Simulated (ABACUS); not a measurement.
A self-consistent single point of CsSnI₃ (Pm-3m, 5 atoms in the cell; from Materials Project mp-614013, changed as shown) with ABACUS.

Method: PBE, numerical atomic orbitals DZP (confined pseudo-atomic orbitals with Gaussian additions; energy shift 0.003 Ry), PseudoDojo 0.5 standard norm-conserving PBE (tails mended) pseudopotentials run with ABACUS.

The change in words: volume scaled by 0.98. Reference geometry (Pm-3m):
```
CELL_PARAMETERS angstrom
      6.28623     0.00000     0.00000
      0.00000     6.28623     0.00000
      0.00000     0.00000     6.28623
ATOMIC_POSITIONS crystal
  Cs 0.50000 0.50000 0.50000
  Sn 0.00000 0.00000 0.00000
  I  0.50000 0.00000 0.00000
  I  0.00000 0.50000 0.00000
  I  0.00000 0.00000 0.50000
```

Reference input (self-consistent single point, DFT, PBE, numerical atomic orbitals DZP (confined pseudo-atomic orbitals with Gaussian additions; energy shift 0.003 Ry), PseudoDojo 0.5 standard norm-conserving PBE (tails mended) pseudopotentials): basis = DZP numerical atomic orbitals, energy shift 0.003 Ry; KPT = Gamma 4 4 4 0 0 0; basis_type = lcao; dft_functional = PBE; ecutwfc = 100 Ry; smearing_method = gaussian; smearing_sigma = 0.000734986 Ry; potentials = PseudoDojo 0.5 standard norm-conserving PBE (tails mended); symmetry = 1; symmetry_prec = 1e-05; ks_solver = scalapack_gvx; scf_nmax = 100. This run's input differs from it in these lines:

```diff
@@ -33,8 +33,8 @@
 LATTICE_CONSTANT
-11.879253
+11.79952
 
 LATTICE_VECTORS
-   1.0000000047    0.0000000000    0.0000000000
-   0.0000000000    1.0000000047    0.0000000000
-   0.0000000000    0.0000000000    1.0000000047
+   0.9999999866    0.0000000000    0.0000000000
+   0.0000000000    0.9999999866    0.0000000000
+   0.0000000000    0.0000000000    0.9999999866
```

Output, abridged:

```
 SELF-CONSISTENT
 -------------------------------------------

                  longest orb rcut (Bohr) = 13.2
   longest nonlocal projector rcut (Bohr) = 2.66
                     search radius (Bohr) = 31.7

                          real space grid = [ 75, 75, 75 ]
                                 init_chg = atomic

 LCAO ALGORITHM --------------- ION=   1  ELEC=   1--------------------------------

 Density error is 0.0451213065823
 E_KohnSham     -282.3450420618      -3841.5013740895
 E_Fermi        0.3438506470         4.6783280605

 LCAO ALGORITHM --------------- ION=   1  ELEC=   2--------------------------------

   [... lines left out ...]

   [... 5 blocks of this kind left out ...]

 LCAO ALGORITHM --------------- ION=   1  ELEC=   8--------------------------------

 Density error is 8.14866121639e-07
 E_KohnSham     -282.3605969544      -3841.7130092607
 E_Fermi        0.3080517057         4.1912584764

 LCAO ALGORITHM --------------- ION=   1  ELEC=   9--------------------------------

 Density error is 6.8113947814e-08
 E_KohnSham     -282.3605969543      -3841.7130092606
 E_KS(sigma->0) -282.3605969543      -3841.7130092606
 E_entropy(-TS) -0.0000000000        -0.0000000000
 E_Fermi        0.3080519054         4.1912611925
 charge density convergence is achieved
 final etot is -3841.7130093 eV
 EFERMI = 4.1912611925 eV

 STATE ENERGY(eV) AND OCCUPATIONS    NSPIN == 1
   [... 29 lines left out ...]

 TOTAL-FORCE (eV/Angstrom)
                       Cs1         0.0000000000         0.0000000000         0.0000000000
                       Sn1         0.0000000000         0.0000000000         0.0000000000
                        I1         0.0000000000         0.0000000000         0.0000000000
                        I2         0.0000000000         0.0000000000         0.0000000000
                        I3         0.0000000000         0.0000000000         0.0000000000

 TOTAL-STRESS (KBAR)
         3.6007875118         0.0000000000         0.0000000000
        -0.0000000000         3.6007875118         0.0000000000
         0.0000000000         0.0000000000         3.6007875118
 TOTAL-PRESSURE: 3.600788 KBAR

 --------------------------------------------
 !FINAL_ETOT_IS -3841.7130092605698337 eV
 --------------------------------------------
```

The run converged in 9 iterations. Against the reference run the free energy rises by 1.1 meV/atom, the pressure goes from 0.00 to 0.36 GPa and the gap on the mesh goes from 0.448 to 0.361 eV.

Spin-orbit coupling is left out, which matters for bands and gaps with elements this heavy. The atom-centred basis is finite, which shifts total energies, pressures and gaps against plane waves. The structure comes from a collection of computed structures, made at another level of theory; the collection holds predicted forms beside known ones.

Cost on one core: about 18 core-seconds (a rough figure).

The atomic orbitals were generated for these runs; they are not ABACUS's published sets and were checked against plane waves on a few crystals only.

“Tails mended”: in these copies of the files the far tail of each local potential was reset to the Coulomb form.
